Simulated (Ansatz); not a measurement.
AlBiO4: relaxation step by step

The guess for AlBiO4 was made by a generator: random cell by space group and Wyckoff sites (P6/mmm, No. 191). The dimensions are guesses.

```
CELL_PARAMETERS angstrom
4.61768 0.00000 0.00000
-2.30884 3.99903 0.00000
0.00000 0.00000 5.44843
ATOMIC_POSITIONS crystal
Al 0.00000 0.00000 0.00000
Bi 0.00000 0.00000 0.50000
O 0.00000 0.00000 0.75690
O 0.00000 0.00000 0.24310
O 0.33333 0.66667 0.00000
O 0.66667 0.33333 0.00000
```

Method: DFT PBE, scalar-relativistic, plane waves, PAW in Ansatz 0.2.0. Cutoff 420 eV, Gaussian smearing, Γ-centred meshes. Cell and atoms relax first on a coarse mesh and then on a finer one. In between, the cell is made exact in the group found at 0.06 Å. In metals the finer mesh still leaves noise of several meV/atom or more. The steps can't lower the symmetry of their start. No spin polarisation.

Steps on the 6×6×4 mesh (6 atoms, 19 steps). The free energy counts from the last step; the plane-wave basis is renewed at times, which shifts energy and pressure.

| step | ΔF (meV/atom) | V (Å³/atom) | P (GPa) | largest force component (eV/Å) |
| --- | --- | --- | --- | --- |
| 1 | 5985.6 | 16.77 | 120.78 | 31.453 |
| 2 | 4021.6 | 17.48 | 76.18 | 0.863 |
| 3 | 2879.4 | 18.06 | 51.12 | 2.108 |
| 4 | 2040.1 | 18.55 | 35.09 | 2.128 |
| 5 | 1395.3 | 18.71 | 24.50 | 1.189 |
| 6 | 974.4 | 19.01 | 13.52 | 0.120 |
| 7 | 687.6 | 18.77 | 2.85 | 1.206 |
| 8 | 471.3 | 17.35 | -2.95 | 1.325 |
| 9 | 333.9 | 15.74 | -3.52 | 0.866 |
| 10 | 279.6 | 14.10 | 0.67 | 0.356 |
| 11 | 279.6 | 14.31 | -0.31 | 0.266 |
| 12 | 279.2 | 14.28 | -0.08 | 0.016 |
| 13 | 67.7 | 14.28 | 10.73 | 0.538 |
| 14 | 9.2 | 14.80 | 2.80 | 0.120 |
| 15 | 5.3 | 15.09 | -0.72 | 0.043 |
| 16 | 4.7 | 15.02 | 0.03 | 0.002 |
| 17 | 0.1 | 15.02 | 0.50 | 0.002 |
| 18 | 0.2 | 15.08 | 0.04 | 0.005 |
| 19 | 0.0 | 15.08 | 0.04 | 0.005 |

The relaxed structure, after a last relaxation on the converged mesh:

```xyz
6
Lattice="3.6512 0.0000 0.0000 -1.8256 3.1620 0.0000 0.0000 0.0000 7.8345" Properties=species:S:1:pos:R:3 pbc="T T T"
Al    0.0000    0.0000    0.0000
Bi    0.0000    0.0000    3.9172
O     0.0000    0.0000    6.0181
O     0.0000    0.0000    1.8164
O     0.0000    2.1080    0.0000
O     1.8256    1.0540    0.0000
```

The symmetry stays P6/mmm (No. 191). The volume per atom shrinks by 10.1 %, from 16.8 to 15.1 Å³. The shortest distance goes from 1.32 Å (Al–O) to 1.82 Å (Al–O). The ratio c/a of the conventional cell changes by a factor of 1.82. The energy falls by about 6.0 eV/atom (the start's value is from the coarse mesh). Al has 2 O at 1.82 Å and 6 O at 2.11 Å; Bi is surrounded by 2 O at 2.10 Å; O on a site of symmetry 6mm has 1 Al at 1.82 Å and 1 Bi at 2.10 Å; 1 more site not described.

For AlBiO4, the volume per atom is 15.08 Å³ and the density is 5.51 g/cm³. The energy over the elements is −0.53 eV/atom. The gap on the 12×12×6 mesh of the 6-atom cell is 0 eV (a metal).

The zero of energy is the elements' standard structures at the same level (O₂ as a molecule); no fitted shifts are applied.

The last run used Gaussian smearing of 0.10 eV. Spin–orbit coupling, which can matter for Bi, is left out. A structure relaxed within its symmetry needn't be a true minimum. In all, the 3 runs took 2.3 min on 1 thread of Arm Neoverse V1, on a shared host. Another cell of AlBiO4 relaxed alike, in P-43m, lies 0.70 eV/atom lower, so this cell isn't the stable form at this level.
